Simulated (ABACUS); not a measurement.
Worked example: self-consistent single point of InAs (Cm, 2 atoms in the cell; from Materials Project mp-20305, changed as shown) in ABACUS.

All values come from this method and carry its errors: PBEsol, numerical atomic orbitals TZP (confined pseudo-atomic orbitals with Gaussian additions; energy shift 0.003 Ry), PseudoDojo 0.4 standard norm-conserving PBEsol (tails mended) pseudopotentials in ABACUS 3.10.1.

The change in words: lattice vector a scaled by 1.02. Reference geometry (F-43m):
```xyz
2
Lattice="0.0000 3.0536 3.0536 3.0536 0.0000 3.0536 3.0536 3.0536 0.0000" Properties=species:S:1:pos:R:3 pbc="T T T"
In     4.5803     4.5803     4.5803
As     0.0000     0.0000     0.0000
```

Reference input (self-consistent single point, DFT, PBEsol, numerical atomic orbitals TZP (confined pseudo-atomic orbitals with Gaussian additions; energy shift 0.003 Ry), PseudoDojo 0.4 standard norm-conserving PBEsol (tails mended) pseudopotentials): basis = TZP numerical atomic orbitals, energy shift 0.003 Ry; KPT = Gamma 8 8 8 0 0 0; basis_type = lcao; dft_functional = PBESOL; ecutwfc = 100 Ry; smearing_method = fd; smearing_sigma = 0.00367493 Ry; potentials = PseudoDojo 0.4 standard norm-conserving PBEsol (tails mended); symmetry = 1; ks_solver = genelpa; scf_nmax = 100; scf_thr = 1.0e-06. This run's input differs from it in these lines:

```diff
@@ -33,3 +33,3 @@
 LATTICE_VECTORS
-   0.0000000000    3.0535600000    3.0535600000
+   0.0000000000    3.1146310000    3.1146310000
    3.0535600000    0.0000000000    3.0535600000
```

Log, with long lists cut:

```
 SELF-CONSISTENT
 -------------------------------------------

                  longest orb rcut (Bohr) = 9.8
   longest nonlocal projector rcut (Bohr) = 2.42
                     search radius (Bohr) = 24.4

                          real space grid = [ 54, 54, 54 ]
                                 init_chg = atomic

 LCAO ALGORITHM --------------- ION=   1  ELEC=   1--------------------------------

 Density error is 0.0422584285262
 E_KohnSham     -344.4647994969      -4686.6840335857
 E_Fermi        0.5044040333         6.8627689468

 LCAO ALGORITHM --------------- ION=   1  ELEC=   2--------------------------------

   [... lines left out ...]

   [... 4 blocks of this kind left out ...]

 LCAO ALGORITHM --------------- ION=   1  ELEC=   7--------------------------------

 Density error is 2.27109578565e-06
 E_KohnSham     -344.4810945549      -4686.9057392237
 E_Fermi        0.5411903697         7.3632727307

 LCAO ALGORITHM --------------- ION=   1  ELEC=   8--------------------------------

 Density error is 1.22482312225e-07
 E_KohnSham     -344.4810945550      -4686.9057392248
 E_KS(sigma->0) -344.4810741868      -4686.9054621017
 E_entropy(-TS) -0.0000407363        -0.0005542462
 E_Fermi        0.5411920973         7.3632962363
 charge density convergence is achieved
 final etot is -4686.9057392 eV
 EFERMI = 7.3632962363 eV

 STATE ENERGY(eV) AND OCCUPATIONS    NSPIN == 1
   [... 21 lines left out ...]

 TOTAL-FORCE (eV/Angstrom)
                       In1         0.1335260507        -0.0629190908        -0.0629190908
                       As1        -0.1335260507         0.0629190908         0.0629190908

 TOTAL-STRESS (KBAR)
        -8.2810092362         5.0318694871         5.0318694871
         5.0318694871       -11.6418336042       -10.4520877057
         5.0318694871       -10.4520877057       -11.6418336042
 TOTAL-PRESSURE: -10.521559 KBAR

 --------------------------------------------
 !FINAL_ETOT_IS -4686.9057392248223550 eV
 --------------------------------------------
```

The run converged in 8 iterations. Against the reference run the free energy rises by 5.0 meV/atom and the pressure goes from -0.04 to -1.05 GPa.

The atom-centred basis is finite, which shifts total energies, pressures and forces against plane waves. The structure comes from a collection of computed structures, made at another level of theory; the collection holds predicted forms beside known ones.

Cost on one core: around 30 core-seconds (rough).

The atomic orbitals were generated for these runs; they are not ABACUS's published sets and were checked against plane waves on a few crystals only.

“Tails mended”: in these copies of the files the far tail of each local potential was reset to the Coulomb form.
